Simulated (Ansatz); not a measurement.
NaLaS2 in space group I4_1/amd (No. 141; Na on 4a, La on 4b, S on 8e) under volume change, plane-wave PAW r²SCAN (Ansatz code), shape and atoms relaxed at each volume.

| V (Å³/atom) | E − E(relaxed) (meV/atom) | P (GPa) |
|---|---|---|
| 23.253 | 33.7 | 5.21 |
| 24.020 | 14.0 | 3.15 |
| 24.786 | 3.3 | 1.42 |
| 25.553 | 0.0 | 0.00 |
| 26.319 | 2.8 | -1.16 |
| 27.086 | 10.5 | -2.06 |
| 27.853 | 22.2 | -2.83 |

**Question.** What does a third-order Birch–Murnaghan fit give for V₀, B₀ and B′?

**Answer.** V₀ = 25.56 Å³/atom, B₀ = 42.2 GPa, B′ = 5.7.

The first step of the workflow began from a Materials Project structure, measured or hypothetical; the Crystallography Open Database copy checked does not list it. Its standing as an ambient phase is unchecked. The cell was relaxed with r²SCAN under the symmetry of its start; whether a distortion lowers the energy is not shown. Spin–orbit coupling is left out wherever it is not named.

Potentials: the later of the program's two PAW sets.
